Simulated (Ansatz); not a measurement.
## NaTl: strain and displacement

```
Na Tl
1.0
     0.00000    3.73530    3.73530
     3.73530    0.00000    3.73530
     3.73530    3.73530    0.00000
Na Tl
2 2
Cartesian
  3.7353 3.7353 3.7353
  5.6029 5.6029 5.6029
  0.0000 0.0000 0.0000
  1.8677 1.8677 1.8677
```

Atoms are numbered in the order listed.

The structure is an experimental refinement, used without relaxation.

No spin–orbit coupling, which matters for the heavy atoms here.

Theory: DFT, PBEsol, all-electron LAPW, scalar-relativistic in Ansatz 0.2.0.

Settings: a Γ-centred 10×10×10 k mesh, Fermi–Dirac smearing of 0.05 eV, basis error target 1 meV/atom, no spin polarisation.

The unchanged cell is at 0.10 GPa.

In a metal, stresses and small energies carry noise from the k mesh.

x, y and z are the Cartesian axes of the cell as listed; fractional coordinates follow a strain, and an engineering shear is twice the off-diagonal strain component.

One change gave: energy change +2 meV/atom; stress change (xx, yy, zz, yz, xz, xy) 0.04, 0.04, 0.04, 0.38, 0.38, 0.38 GPa, compression positive. Which change was it?
A. equal xy, yz and zx engineering shear strains of +1 %
B. equal xy, yz and zx engineering shear strains of -2 %
C. equal xy, yz and zx engineering shear strains of -1 %
D. equal xy, yz and zx engineering shear strains of +2 %

B. For equal xy, yz and zx engineering shear strains of -1 %: energy change under 1 meV/atom; stress change (xx, yy, zz, yz, xz, xy) 0.01, 0.01, 0.01, 0.19, 0.19, 0.19 GPa, compression positive. For equal xy, yz and zx engineering shear strains of +1 %: energy change under 1 meV/atom; stress change (xx, yy, zz, yz, xz, xy) 0.01, 0.01, 0.01, -0.18, -0.18, -0.18 GPa, compression positive. For equal xy, yz and zx engineering shear strains of +2 %: energy change +2 meV/atom; stress change (xx, yy, zz, yz, xz, xy) 0.04, 0.04, 0.04, -0.36, -0.36, -0.36 GPa, compression positive.
